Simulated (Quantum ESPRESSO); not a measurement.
## Ga4N3As (input and log of a self-consistent run)

Simulated, not a measurement. The program is pw.x of Quantum ESPRESSO 7.5 (plane-wave density functional theory). The cell is made up: 8 atoms on a wurtzite lattice, with randomly drawn elements, strain and displacements, not relaxed. PseudoDojo standard norm-conserving files (v0.5 for PBE, v0.4.1 for LDA and PBEsol) set the functional; there is no spin polarisation, spin-orbit coupling or dispersion term, and the masses in the input are unused placeholders.

Input:

```
&control calculation='scf', pseudo_dir='./dojo.nc.sr.pbe.v0_5.standard.upf', outdir='./o', disk_io='low', tprnfor=.true., tstress=.true. /
&system ibrav=0, nat=8, ntyp=3, nbnd=47, ecutwfc=84.00895049, nosym=.true., tot_charge=0,
 occupations='smearing', smearing='fd', degauss=0.0018374661
/
&electrons conv_thr=7.350e-09, electron_maxstep=60, /
ATOMIC_SPECIES
As 1.0 As.upf
Ga 1.0 Ga.upf
N 1.0 N.upf
CELL_PARAMETERS angstrom
3.3039 -0.0403 0.0436
-0.0699 5.7878 0.0169
0.0699 0.0157 5.4909
ATOMIC_POSITIONS angstrom
Ga 0.0649 -0.0047 -0.0158
Ga 1.6181 2.9355 0.0295
Ga 1.6831 0.9346 2.7368
Ga 0.0292 3.8625 2.7913
N -0.031 0.0309 2.0725
N 1.6383 2.8915 2.0545
N 1.7198 0.9877 4.767
As 0.0554 3.89 4.8299
K_POINTS automatic
5 4 4 1 1 1
```

The log is shortened where brackets say so; the opening notice, blank lines, dates and the lines on written files are dropped, and the path of the files is cut. It prints rydbergs, bohrs and kilobars, and counts compression as positive stress. With no partly filled state, the Fermi energy that it prints is only some level between the filled and the empty states on the mesh, and need not lie in the true gap.

```
     Program PWSCF v.7.5
     Parallel version (MPI & OpenMP), running on       4 processor cores
     Number of MPI processes:                 4
     Threads/MPI process:                     1
     [start-up lines left out]
     bravais-lattice index     =            0
     lattice parameter (alat)  =       6.2445  a.u.
     unit-cell volume          =     708.3364 (a.u.)^3
     number of atoms/cell      =            8
     number of atomic types    =            3
     number of electrons       =        82.00
     number of Kohn-Sham states=           47
     kinetic-energy cutoff     =      84.0090  Ry
     charge density cutoff     =     336.0358  Ry
     scf convergence threshold =      7.3E-09
     mixing beta               =       0.7000
     number of iterations used =            8  plain     mixing
     Exchange-correlation= PBE
                           (   1   4   3   4   0   0   0)
     [axes and pseudopotential details left out]
   Cartesian axes
     site n.     atom                  positions (alat units)
         1        Ga     tau(   1) = (   0.0196403  -0.0014223  -0.0047815  )
         2        Ga     tau(   2) = (   0.4896755   0.8883520   0.0089274  )
         3        Ga     tau(   3) = (   0.5093460   0.2828321   0.8282207  )
         4        Ga     tau(   4) = (   0.0088366   1.1688842   0.8447136  )
         5        N      tau(   5) = (  -0.0093813   0.0093511   0.6271877  )
         6        N      tau(   6) = (   0.4957885   0.8750365   0.6217405  )
         7        N      tau(   7) = (   0.5204523   0.2989015   1.4426074  )
         8        As     tau(   8) = (   0.0167654   1.1772063   1.4616424  )
     number of k points=    40  Fermi-Dirac smearing, width (Ry)=  0.0018
                       cart. coord. in units 2pi/alat
        k(    1) = (   0.0999256   0.0723578   0.0737463), wk =   0.0500000
        k(    2) = (   0.0979341   0.0718944   0.2242234), wk =   0.0500000
     [further k points left out]
     Dense  grid:    73631 G-vectors     FFT dimensions: (  40,  64,  64)
     Estimated max dynamical RAM per process >     166.36 MB
     Estimated total dynamical RAM >     611.50 MB
     Initial potential from superposition of free atoms
     starting charge      81.9890, renormalised to      82.0000
     Starting wfcs are   57 randomized atomic wfcs
     total cpu time spent up to now is        2.4 secs
     per-process dynamical memory:   124.3 Mb
     Self-consistent Calculation
     iteration #  1     ecut=    84.01 Ry     beta= 0.70
     Davidson diagonalization with overlap
     ethr =  1.00E-02,  avg # of iterations =  3.6
     total cpu time spent up to now is        6.6 secs
     total energy              =    -885.06621220 Ry
     estimated scf accuracy    <       1.76738792 Ry
     iteration #  2     ecut=    84.01 Ry     beta= 0.70
     Davidson diagonalization with overlap
     ethr =  2.16E-03,  avg # of iterations =  5.4
     total cpu time spent up to now is       10.7 secs
     total energy              =    -885.34077681 Ry
     estimated scf accuracy    <       3.22538189 Ry
     iteration #  3     ecut=    84.01 Ry     beta= 0.70
     Davidson diagonalization with overlap
     ethr =  2.16E-03,  avg # of iterations =  3.1
     total cpu time spent up to now is       14.6 secs
     total energy              =    -885.91606918 Ry
     estimated scf accuracy    <       0.05986379 Ry
     iteration #  4     ecut=    84.01 Ry     beta= 0.70
     Davidson diagonalization with overlap
     ethr =  7.30E-05,  avg # of iterations =  7.0
     total cpu time spent up to now is       19.5 secs
     total energy              =    -885.93901862 Ry
     estimated scf accuracy    <       0.01543597 Ry
     iteration #  5     ecut=    84.01 Ry     beta= 0.70
     Davidson diagonalization with overlap
     ethr =  1.88E-05,  avg # of iterations =  6.2
     total cpu time spent up to now is       23.6 secs
     total energy              =    -885.94106570 Ry
     estimated scf accuracy    <       0.00822013 Ry
     [iterations 6 to 7 left out]
     iteration #  8     ecut=    84.01 Ry     beta= 0.70
     Davidson diagonalization with overlap
     ethr =  4.67E-08,  avg # of iterations =  2.9
     total cpu time spent up to now is       34.6 secs
     total energy              =    -885.94264783 Ry
     estimated scf accuracy    <       0.00000977 Ry
     iteration #  9     ecut=    84.01 Ry     beta= 0.70
     Davidson diagonalization with overlap
     ethr =  1.19E-08,  avg # of iterations =  2.1
     total cpu time spent up to now is       37.9 secs
     total energy              =    -885.94265012 Ry
     estimated scf accuracy    <       0.00000110 Ry
     iteration # 10     ecut=    84.01 Ry     beta= 0.70
     Davidson diagonalization with overlap
     ethr =  1.34E-09,  avg # of iterations =  2.1
     total cpu time spent up to now is       41.8 secs
     total energy              =    -885.94265035 Ry
     estimated scf accuracy    <       0.00000018 Ry
     iteration # 11     ecut=    84.01 Ry     beta= 0.70
     Davidson diagonalization with overlap
     ethr =  2.16E-10,  avg # of iterations =  2.4
     total cpu time spent up to now is       45.2 secs
     total energy              =    -885.94265039 Ry
     estimated scf accuracy    <       0.00000001 Ry
     iteration # 12     ecut=    84.01 Ry     beta= 0.70
     Davidson diagonalization with overlap
     ethr =  1.27E-11,  avg # of iterations =  4.3
     total cpu time spent up to now is       49.7 secs
     End of self-consistent calculation
          k = 0.0999 0.0724 0.0737 (  9194 PWs)   bands (ev):
   -24.4650 -24.4503 -24.4418 -24.3880 -24.3766  -4.7520  -4.1414  -3.9876
    -3.9489  -3.8915  -3.7425  -3.5822  -3.5081  -3.4601  -3.2768  -3.2482
    -3.1960  -3.1541  -3.1014  -3.0740  -3.0080  -2.8740  -2.8302  -2.6257
    -2.5613  -2.5183  -1.5362  -1.2982  -0.5221   3.8804   4.2545   5.7640
     6.8637   8.0134   9.0196   9.2920   9.5320   9.7403  10.0244  10.8299
    10.9900  13.5062  14.5810  15.1540  16.2472  17.5737  17.8890
     [levels at the other k points left out]
     the Fermi energy is    12.2667 ev
!    total energy              =    -885.94265039 Ry
     estimated scf accuracy    <          7.0E-09 Ry
     smearing contrib. (-TS)   =       0.00000000 Ry
     internal energy E=F+TS    =    -885.94265039 Ry
     The total energy is F=E-TS. E is the sum of the following terms:
     one-electron contribution =    -358.56920735 Ry
     hartree contribution      =     252.39704389 Ry
     xc contribution           =    -234.00821372 Ry
     ewald contribution        =    -545.76227321 Ry
     convergence has been achieved in  12 iterations
     Forces acting on atoms (cartesian axes, Ry/au):
     atom    1 type  2   force =    -0.01874049    0.31356371    0.10186259
     atom    2 type  2   force =    -0.00190961   -0.32408514    0.21500773
     atom    3 type  2   force =    -0.01953422    0.02238091    0.00423760
     atom    4 type  2   force =    -0.01788470   -0.00290539   -0.30753263
     atom    5 type  3   force =     0.03275863   -0.01378232   -0.02214419
     atom    6 type  3   force =     0.00859750   -0.00533529    0.01214140
     atom    7 type  3   force =     0.01155535    0.00412382    0.02736870
     atom    8 type  1   force =     0.00515754    0.00603971   -0.03094120
     Total force =     0.600034     Total SCF correction =     0.000530
     Computing stress (Cartesian axis) and pressure
          total   stress  (Ry/bohr**3)                   (kbar)     P=      246.73
   0.00202661   0.00011165  -0.00012926          298.12       16.42      -19.01
   0.00011165   0.00154571  -0.00000577           16.42      227.38       -0.85
  -0.00012926  -0.00000577   0.00145947          -19.01       -0.85      214.70
     init_run     :      2.28s CPU      2.37s WALL (       1 calls)
     electrons    :     46.98s CPU     47.28s WALL (       1 calls)
     forces       :      0.62s CPU      0.62s WALL (       1 calls)
     stress       :      1.99s CPU      1.99s WALL (       1 calls)
     [timing details left out]
     PWSCF        :     51.98s CPU     52.40s WALL
     JOB DONE.
```

In other units: free energy -12053.864 eV for the cell, pressure 24.67 GPa, largest force component 8.333 eV/Å. A rerun of the same cell at another strain at 1437 eV and a 7 x 6 x 6 mesh moved values by no more than 0.021 eV in energy, 0.21 GPa in stress and 0.008 eV/Å in force.